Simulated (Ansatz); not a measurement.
Structure types of Ba compared at 2.3 GPa

Structure types of Ba are relaxed in primitive cells with their symmetry kept at 2.3 GPa, first on PAW files, then by LAPW. The enthalpy is E + pV at zero temperature, without zero-point motion. Only the types listed were tried, and differences under about 5 meV/atom are mesh noise. The real phase may be another.

All numbers are LDA results (scalar-relativistic) from Ansatz 0.2.0, with Fermi–Dirac smearing of 0.05 eV, no spin polarisation. Methods: LAPW: all electrons, basis error target 0.5 meV/atom; PAW: frozen-core files, cutoff 420 eV.

k meshes: fcc 12×12×12, bcc 12×12×12, hcp 11×11×6, omega 6×6×8, diamond 9×9×9, beta tin 12×12×12.

Spin–orbit coupling is left out, which matters for the heavy atoms. The PAW files were made under PBE.

**Question.** Which type is lowest in enthalpy, and by how much?

**Answer.** hcp, 14 meV/atom below bcc. The whole table:

| start type | ends as | a, b, c (Å) | V (Å³/atom) | H − H(lowest), LAPW (meV/atom) | same, PAW |
| --- | --- | --- | --- | --- | --- |
| fcc | fcc, Fm-3m | 5.592, 5.592, 5.592 | 43.71 | 21.9 | 21.9 |
| bcc | bcc, Im-3m | 4.476, 4.476, 4.476 | 44.84 | 14.3 | 14.3 |
| hcp | hcp, P6_3/mmc | 3.996, 3.996, 6.229 | 43.06 | 0.0 | 0.0 |
| omega | omega, P6/mmm | 6.338, 6.338, 3.794 | 44.01 | 63.4 | 63.4 |
| diamond | diamond, Fd-3m | 7.063, 7.063, 7.063 | 44.05 | 755.0 | 754.7 |
| beta tin | beta tin, I4_1/amd | 6.722, 6.722, 3.714 | 41.95 | 105.6 | 105.5 |
